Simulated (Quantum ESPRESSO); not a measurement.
```cif
data_H8Mg4
_chemical_formula_sum 'H8 Mg4'
_space_group_name_H-M_alt 'P 1'
_space_group_IT_number 1
_cell_length_a 4.47907
_cell_length_b 5.39262
_cell_length_c 4.89550
_cell_angle_alpha 90.000
_cell_angle_beta 90.000
_cell_angle_gamma 90.000
loop_
_space_group_symop_operation_xyz
  'x, y, z'
loop_
_atom_site_label
_atom_site_type_symbol
_atom_site_fract_x
_atom_site_fract_y
_atom_site_fract_z
_atom_site_occupancy
H1 H 0.72769 0.89107 0.41981 1
H2 H 0.27231 0.10893 0.58019 1
H3 H 0.77231 0.60893 0.91981 1
H4 H 0.22769 0.39107 0.08019 1
H5 H 0.22769 0.60893 0.58019 1
H6 H 0.77231 0.39107 0.41981 1
H7 H 0.27231 0.89107 0.08019 1
H8 H 0.72769 0.10893 0.91981 1
Mg1 Mg 0.50000 0.83153 0.75000 1
Mg2 Mg 0.50000 0.16847 0.25000 1
Mg3 Mg 0.00000 0.66847 0.25000 1
Mg4 Mg 0.00000 0.33153 0.75000 1
```

The geometry is that of Materials Project entry mp-23711, symmetrised and not relaxed again.

Task: What does PBEsol (Quantum ESPRESSO, PseudoDojo norm-conserving, 84 Ry, scalar-relativistic) give for the electronic structure near the Fermi level?

Result: The PBEsol gap is indirect, 3.41 eV, from Γ to 67 % of the way from Γ to X; the smallest direct gap is 3.53 eV. 

The structure is a Materials Project entry; no match was found in the copy of COD used, and its stability was not checked.

Letters of k points follow the standard setting of the lattice, whose axes may be ordered differently from the printed cell.
